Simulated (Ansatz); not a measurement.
CsPbCl3:
```
CELL_PARAMETERS angstrom
      5.73342     0.00000     0.00000
      0.00000     5.73342     0.00000
      0.00000     0.00000     5.73342
ATOMIC_POSITIONS crystal
  Cs 0.00000 0.00000 0.00000
  Pb 0.50000 0.50000 0.50000
  Cl 0.00000 0.50000 0.50000
  Cl 0.50000 0.00000 0.50000
  Cl 0.50000 0.50000 0.00000
```

Relaxed with PBE. Special points in fractions of this cell's reciprocal vectors: Γ (0.000, 0.000, 0.000); X (0.000, 0.500, 0.000); M (0.500, 0.500, 0.000); R (0.500, 0.500, 0.500).

**Question.** List the band energies nearest the valence-band maximum at these points for PBE (plane waves, PAW; program Ansatz).

**Answer.** In eV from the valence-band maximum; about four levels below and three above (degenerate sets whole), none deeper than 8.9 eV; points with the same levels are listed once.

```tsv
k	below	above
Γ	-2.13 -2.13 -2.13 -2.05 -2.05 -2.05	3.67 4.74 4.74
X	-2.23 -2.23 -2.22 -2.14 -2.14 -1.44	3.14 4.98 5.39 5.39
M	-2.29 -2.29 -1.76 -0.70	2.71 2.71 5.03
R	-1.75 -1.75 -1.75 0.00	2.21 2.21 2.21
```

Space group Pm-3m (cubic perovskite). This is a known high-temperature phase of the composition, computed here at zero pressure and temperature. The PBE relaxation kept the symmetry of its start; phonons on a q-mesh show weakly imaginary modes. Scalar-relativistic: spin–orbit coupling is off unless named, which matters more the heavier the elements.

Potentials: the later of the program's two PAW sets.
